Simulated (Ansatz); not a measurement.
Input:

NaH:
```xyz
2
Lattice="0.0000 2.3973 2.3973 2.3973 0.0000 2.3973 2.3973 2.3973 0.0000" Properties=species:S:1:pos:R:3 pbc="T T T"
Na     0.0000     0.0000     0.0000
H      2.3973     2.3973     2.3973
```

This is the r²SCAN-relaxed structure.

Question: All from DFT-r²SCAN in the program Ansatz with PAW potentials, unless another level is named. Predict the HSE06 gap on the r²SCAN cell.

Answer: 4.85 eV.

Question: Predict the valence-band maximum.

Answer: at W.

Question: Next, the weight of the conduction-edge state by species (Voronoi cells)?

Answer: Na 50 %, H 50 %.

Space group Fm-3m (rock salt). The r²SCAN relaxation kept the symmetry of its start; phonons on a q-mesh show no instability.

Potentials: the later of the program's two PAW sets.
